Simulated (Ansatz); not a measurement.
Ta (Im-3m), ideal shear of a crystal plane

The calculation used DFT PBEsol, scalar-relativistic, plane waves, PAW in Ansatz. Cutoff 420 eV, Γ-centred 22×22×7 k-points, Gaussian smearing of 0.15 eV. Spin–orbit coupling is left out, which can shift energies with elements as heavy as these. No spin polarisation. Energies are free energies at this smearing, counted from the undisturbed cell; pressure is positive in compression.

Zero of the scan (relaxed at this level; with this scan's settings it stands at 0.2 GPa):

```xyz
4
Lattice="-1.6403 1.6403 -1.6403 -1.6403 -1.6403 1.6403 0.0000 6.5610 6.5610" Properties=species:S:1:pos:R:3 pbc="T T T"
Ta    0.0000    5.7409    5.7409
Ta   -1.6403    0.8201    0.8201
Ta    0.0000    2.4604    2.4604
Ta   -1.6403    4.1006    4.1006
```

The cut lies on the cell's a–b face, a (0 1 1) plane (indices in the standard cell, whose axes needn't be the Cartesian ones shown) of area 7.61 Å², between layers 2.32 Å apart. Vector c is tilted by f times 1·a + 1·b (length 3.281 Å) with the atoms' Cartesian places fixed: one unrelaxed fault a cell. The traction is dγ/du, the slope of γ against the slip u in Å. Some rows repeat others by symmetry and weren't run.

| f | γ (mJ/m²) | traction (GPa) |
| --- | --- | --- |
| 0.0000 | 0 | 0.0 |
| 0.1000 | 244 | 13.8 |
| 0.2000 | 863 | 24.4 |
| 0.3000 | 1812 | 32.0 |
| 0.4000 | 2805 | 25.3 |
| 0.5000 | 3257 | 0.0 |
| 0.6000 | 2805 | -25.3 |
| 0.7000 | 1812 | -32.0 |
| 0.8000 | 863 | -24.4 |
| 0.9000 | 244 | -13.8 |

Task: Read off the first barrier and the stress needed to climb it, and compare with Frenkel's sinusoid.

Result: The first sampled maximum lies at f = 0.500, a slip of 1.64 Å, with γ ≈ 3257 mJ/m², which stands in for the unstable fault energy γ_us, and the steepest sampled slope before it is 32.0 GPa. A sinusoid γ = γ_us sin²(πu/λ) with its maximum there has λ = 3.28 Å and a largest slope πγ_us/λ = 31.2 GPa (1 mJ/m² per Å = 0.01 GPa).

Task: Is there a metastable fault on this line?

Result: Apart from points where γ returns to about zero, no local minimum shows among the samples, so at this sampling the line offers no fault for a dislocation to split on; a fault can still lie off the line.

The cut is rigid; relaxing the faces lowers these energies and usually the stresses.

In a metal these slopes depend on the k mesh and the smearing.

Cost: 6 runs of about 6.9 core-minutes in all, on Arm Neoverse V2 (shared hosts).